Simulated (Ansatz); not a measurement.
Li in space group Pmma (No. 51; Li on 2c, Li on 4k) under volume change, PBEsol (plane waves, PAW; program Ansatz), shape and atoms relaxed at each volume.

```json
[
 {"V (Å³/atom)": "18.511", "E − E(relaxed) (meV/atom)": "7.5", "P (GPa)": "1.41"},
 {"V (Å³/atom)": "19.121", "E − E(relaxed) (meV/atom)": "3.2", "P (GPa)": "0.87"},
 {"V (Å³/atom)": "19.731", "E − E(relaxed) (meV/atom)": "0.8", "P (GPa)": "0.41"},
 {"V (Å³/atom)": "20.342", "E − E(relaxed) (meV/atom)": "0.0", "P (GPa)": "0.00"},
 {"V (Å³/atom)": "20.952", "E − E(relaxed) (meV/atom)": "0.7", "P (GPa)": "-0.37"},
 {"V (Å³/atom)": "21.562", "E − E(relaxed) (meV/atom)": "2.7", "P (GPa)": "-0.67"},
 {"V (Å³/atom)": "22.172", "E − E(relaxed) (meV/atom)": "5.8", "P (GPa)": "-0.95"}
]
```

Q: What does a third-order Birch–Murnaghan fit give for V₀, B₀ and B′?

A: V₀ = 20.34 Å³/atom, B₀ = 12.8 GPa, B′ = 3.4.

The first step of the workflow began from a Materials Project structure, measured or hypothetical; the Crystallography Open Database copy checked does not list it. It is not the phase usual at ambient conditions (space group No. 229). The cell was relaxed with PBEsol under the symmetry of its start; its stability against distortions is not shown here.

Potentials: the later of the program's two PAW sets.
